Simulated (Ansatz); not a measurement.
Relaxed TiSi$_{2}$ (C54 type, space group Fddd):

```
TiSi2
1.0
    0.00000     4.13234     4.28268
    2.40310     0.00000     4.28268
    2.40310     4.13234     0.00000
Si Ti
4 2
Direct
  0.66302   0.33698   0.66302
  0.33698   0.66302   0.33698
  0.58698   0.91302   0.58698
  0.91302   0.58698   0.91302
  0.00000   0.00000   0.00000
  0.25000   0.25000   0.25000
```

In each cell atom 1 (Si, nearest neighbour Si at 2.535 Å; its periodic images, 4.8 Å or more away, move with it) moves by s·(0.000, 0.000, 1.000) (along Cartesian z), the rest being held.

Calculation: PBE (plane waves to 420 eV, PAW, scalar-relativistic; Ansatz, a program for electronic structure). k mesh 10×10×10 (Γ-centred), Fermi-Dirac smearing 0.05 eV. The energy includes the smearing's −TS. Left out: 2 of 11 points, with atoms too close for the PAW data. With partly filled bands, energies and forces of such displacements shift with the k mesh and the smearing. TiSi2 is run without spin polarisation. TiSi2 was relaxed with its symmetry unable to fall. ΔE is measured from the undisplaced structure. The last digit holds for this mesh only.

```tsv
s (Å)	ΔE (meV/cell)
-0.608	2432.0
-0.456	withheld
-0.304	512.2
-0.152	121.7
0.000	0.0
0.152	121.7
0.304	512.2
0.456	withheld
0.608	2432.0
```

Problem. Fit an even polynomial form (powers 2, 4, 6) to the given rows and predict ΔE at s = -0.456.

Solution. Least squares on the 7 given rows: ΔE = (5174)·s² + (4041)·s⁴ + (-653.2)·s⁶, in meV/cell with s in Å; root-mean-square residual 0.08 meV/cell. At -0.456 the fit gives 1244.7 meV/cell; the calculation gives 1245.3 meV/cell, so the interpolation is off by -0.6 (-0.0 %). The quadratic term alone would give 1075.9 meV/cell.

(For displaced atoms, the force is minus the slope of the energy, and its curvature is a force constant, which sets phonon frequencies.)
